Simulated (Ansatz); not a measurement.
NbC:
```
CELL_PARAMETERS angstrom
      3.09447     0.00000     0.00000
     -1.54724     2.67989     0.00000
      0.00000     0.00000     5.29982
ATOMIC_POSITIONS crystal
  Nb 0.66667 0.33333 0.75000
  Nb 0.33333 0.66667 0.25000
  C  0.00000 0.00000 0.00000
  C  0.00000 0.00000 0.50000
```

This is the PBEsol-relaxed structure.

Q: All from PBEsol in the plane-wave PAW code Ansatz, unless another level is named. Predict the electronic character.

A: metallic (no gap).

Q: And the formation energy from the elements (no fitted shifts)?

A: -0.52 eV/atom.

Q: Next, the gap with spin–orbit coupling?

A: none (metallic).

Space group P6_3/mmc (NiAs type). The first step of the workflow began from a Materials Project structure, measured or hypothetical; the Crystallography Open Database copy checked does not list it. It is not the phase usual at ambient conditions (space group No. 225). The PBEsol relaxation kept the symmetry of its start; whether a distortion lowers the energy is not shown. The run is not spin-polarised. The references are the lowest solids computed at this level, not always the standard phases. Scalar-relativistic: spin–orbit coupling is off unless named, which matters more the heavier the elements.

Potentials: the later of the program's two PAW sets.
